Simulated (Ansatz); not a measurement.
# TiCo3: pressure against volume

TiCo3, Pm-3m, a = 3.587 Å. The structure is a COD entry; whether it is the stable form wasn't checked. Ansatz: r2SCAN, PAW, 500 eV, Γ-centred 12×12×12 mesh on 4 atoms, Gaussian smearing 0.10 eV; collinear spin, largest moment 1.3 μB. Symmetry fixes shape and atoms, so the cell is only scaled; pressure is positive in compression.

```
V (Å³/atom) P (GPa)
     10.152        ?
     10.498    23.76
     10.845    14.50
     11.191     6.64
     11.537     0.04
     11.883    -5.50
     12.229   -10.07
     12.690   -14.82
```

**Question.** Take V0 = 11.537 Å³/atom, count pressures from its P0 = 0.04 GPa, fit the third-order Birch–Murnaghan form to the other rows, and predict the missing pressure.

**Answer.** With the Eulerian strain f = ½[(V0/V)^(2/3) − 1] and y = (P − P0)/[3f(1 + 2f)^(5/2)], the form is the line y = B0 + 1.5 B0 (B0′ − 4) f. Rows (f, y): 0.03247, 208.1; 0.02105, 206.5; 0.01025, 204.0; -0.00975, 199.0; -0.01904, 195.0; -0.03076, 188.7. Means f = 0.0007033, y = 200.22; Σ(Δf)² = 0.003003, ΣΔfΔy = 0.8925; the slope is their ratio. y = 200.0 + 297.2 f GPa, so B0 = 200.0 GPa and B0′ = 4 + 2 × (297.2)/(3 × 200.0) = 4.99. At V = 10.152, f = 0.04450, y = 213.23 and P = 35.27 GPa. The run gave 34.55 GPa, so the fit is 0.72 GPa too high, 1.5 % of the span of the series, against an rms of 0.10 GPa on the fitted rows. The row lies outside the fitted range. The points of y bend away from a line: a fourth-order term fitted to them gives P = 34.42 GPa at this row's volume (the line 35.27, the run 34.55). The records add, with no proof that it causes the miss: the largest moment runs from 1.20 to 1.43 μB along the series.

The largest moment runs from 1.20 to 1.43 μB along the series, so B0 and B0′ hold the change of the moment too.

The state reached may not be the lowest one.

Cost: 8 runs of about 28 core-minutes in all, on Intel Xeon Processor @ 2.50GHz (Skylake/Cascade Lake) (shared hosts).